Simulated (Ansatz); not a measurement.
The relaxed structure here is a generated cell of TiSi2: the first start was made by placing the elements on the sites of a structure type, and the end was not matched to a known phase here, so it may be hypothetical. Known forms of TiSi2 include space group No. 63, 70.

One starting cell of TiSi2 (a generated cell, TiSi2 built in the Al2Cu structure type) was relaxed twice with Ansatz (plane waves, PAW, scalar-relativistic): with r2SCAN at 500 eV and with PBE at 420 eV. The r2SCAN result:

TiSi$_{2}$ is taken in the tetragonal space group P4/mmm (No. 123), Pearson symbol tP3. Lattice parameters: a = 4.396 Å, b = 4.396 Å, c = 2.663 Å, α = 90.00°, β = 90.00°, γ = 90.00°. Si on 2f sees 4 Ti at 2.570 Å. Ti on 1b is coordinated by 8 Si at 2.570 Å and 2 Ti at 2.663 Å. (Neighbours: up to the widest gap in distance over summed covalent radii, below 1.35, at either atom; cation-cation and far metal-metal contacts left out.)

```
quantity                                                                                       r2SCAN         PBE
---------------------------------------------------------------------------------------------  ------  ----------
space group                                                                                    P4/mmm      P4/mmm
volume (Å³/atom)                                                                                17.16  (withheld)
a (Å)                                                                                           4.396  (withheld)
c (Å)                                                                                           2.663  (withheld)
gap (eV, no spin-orbit coupling)                                                                 0.00  (withheld)
highest phonon at the sampled q (cm⁻¹)                                                            415  (withheld)
softest mode (cm⁻¹)                                                                               40i  (withheld)
energy after following the soft phonon mode at (½, 0, 0) (Pmma), against the parent (eV/atom)   -0.05  (withheld)
```

Q: What does PBE give for the same quantities?

A: 
- volume (Å³/atom), PBE: 17.34
- a (Å), PBE: 4.402
- c (Å), PBE: 2.684
- gap (eV, no spin-orbit coupling), PBE: 0.00
- highest phonon at the sampled q (cm⁻¹), PBE: 405
- softest mode (cm⁻¹), PBE: 35i
- energy after following the soft phonon mode at (½, 0, 0) (Pmma), against the parent (eV/atom), PBE: -0.03

Both levels end in the same structure; PBE's volume is 1.0 % larger. Neither column is exact.

No spin polarisation in the result.

The run could not lose the symmetry of its start, so the end can be a saddle point.

Ansatz is a first-principles code.
